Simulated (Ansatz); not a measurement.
Relaxed CdSe (zinc blende):

```yaml
crystal:
  lattice:
    - [0.00000, 3.04091, 3.04091]
    - [3.04091, 0.00000, 3.04091]
    - [3.04091, 3.04091, 0.00000]
  atoms:
    - { symbol: Se, position: [0.75000, 0.75000, 0.75000] }
    - { symbol: Cd, position: [0.00000, 0.00000, 0.00000] }
```

In this cell atom 2 (Cd, nearest neighbour Se at 2.634 Å; its periodic images, 4.3 Å or more away, move with it) is moved by u·(1.000, 0.000, 0.000) + v·(0.000, 1.000, 0.000); the rest is frozen.

The numbers are results of PBEsol (plane waves to 420 eV, PAW, scalar-relativistic; Ansatz, a first-principles code), not measurements. k mesh 8×8×8 (Γ-centred), Fermi-Dirac smearing 0.05 eV. The energy includes the smearing's −TS. CdSe was relaxed with its symmetry unable to fall.

Changes of ΔE (meV/cell) from the point u = 0.000 Å, v = 0.000 Å when one coordinate moves alone (two changes are said to add if the coupling is within 5 % of the smaller one, nearly so within 20 %):

| point | change |
|---|---|
| u = 0.000 Å, v = -0.400 Å | 362.4 |
| u = 0.000 Å, v = -0.200 Å | 93.7 |
| u = -0.400 Å, v = 0.000 Å | 362.4 |
| u = -0.200 Å, v = 0.000 Å | 93.7 |
| u = 0.200 Å, v = 0.000 Å | 93.7 |
| u = 0.400 Å, v = 0.000 Å | 362.4 |
| u = 0.000 Å, v = 0.200 Å | 93.7 |
| u = 0.000 Å, v = 0.400 Å | 362.4 |

What is the change at u = 0.400 Å, v = -0.400 Å, where both move, and how far is it from the sum?

The sum of the single changes is 362.4 + (362.4) = 724.8; the calculation gives 939.8, so the coupling contributes 215.0 (over 20 % of the smaller single change, not additive).

Do the two effects add at u = 0.200 Å, v = 0.200 Å? Give the computed change.

The sum of the single changes is 93.7 + (93.7) = 187.4; the calculation gives 201.2, so the coupling contributes 13.8 (under 20 % of the smaller single change, nearly additive).

Do the two effects add at u = -0.400 Å, v = 0.200 Å? Give the computed change.

The sum of the single changes is 362.4 + (93.7) = 456.1; the calculation gives 510.4, so the coupling contributes 54.3 (over 20 % of the smaller single change, not additive).

(For displaced atoms, the force is minus the slope of the energy, and its curvature is a force constant, which sets phonon frequencies.)
